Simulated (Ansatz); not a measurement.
Li₂S (anti-fluorite, space group No. 225), the program Ansatz at the PBEsol level (PAW). The conduction-band minimum lies at X, with 3 equivalent valleys. Second derivatives d²E/dk² of the lowest band at one valley (eV·Å²), along Cartesian directions:

```
direction  d²E/dk²
---------  -------
[100]        12.25
[010]        23.09
[001]        23.09
[110]        17.67
[101]        17.67
[011]        23.08
```

Question: Find the principal effective masses, the density-of-states mass and the conductivity mass.

Answer: Off-diagonal terms follow from H_xy = H[110] − (H_xx + H_yy)/2, and m*/mₑ = 7.620 eV·Å² over each eigenvalue: 0.33, 0.33, 0.62. One valley's DOS mass (m₁m₂m₃)^(1/3) = 0.41, conductivity mass 3/(Σ 1/mᵢ) = 0.39 mₑ.

Question: What effective density of states Nc follows at 300 K for parabolic valleys?

Answer: Nc = 2.509e19 × 3 × (0.41)^(3/2) ≈ 2.0e19 cm⁻³.

Space group Fm-3m (anti-fluorite). The cell was relaxed with PBEsol under the symmetry of its start.

Potentials: the later of the program's two PAW sets.

Edges and masses are those of Kohn–Sham bands, whose gap is no quasiparticle gap.
